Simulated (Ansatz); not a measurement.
### Question
Each is relaxed and computed with the program Ansatz at the PBEsol level (PAW). Which is the only metal?
A. AlSiCN, P3m1 (Al on 1b, Si on 1c, C on 1b, N on 1c)
B. CaZrN2, R-3m (Ca on 3a, Zr on 3b, N on 6c)
C. Ge3N4, Fd-3m (Ge on 16c, Ge on 8b, N on 32e)
D. SiGe, R-3m (Ge on 3a, Si on 3b)

### Answer
D, SiGe, R-3m (Ge on 3a, Si on 3b). SiGe: metal; AlSiCN: gap 3.26 eV (indirect); Ge3N4: gap 2.12 eV; CaZrN2: gap 0.37 eV (indirect). Typed or built starts, not in the databases checked: SiGe, R-3m (Ge on 3a, Si on 3b). Standing as an ambient phase not checked: AlSiCN, P3m1 (Al on 1b, Si on 1c, C on 1b, N on 1c); CaZrN2, R-3m (Ca on 3a, Zr on 3b, N on 6c). All cells were relaxed under the symmetry of their starts (and spin orders); stability against distortions was not tested throughout. Rows with no word on spin ran without spin polarisation. Spin–orbit coupling is left out wherever it is not named.

Potentials: the later of the program's two PAW sets.
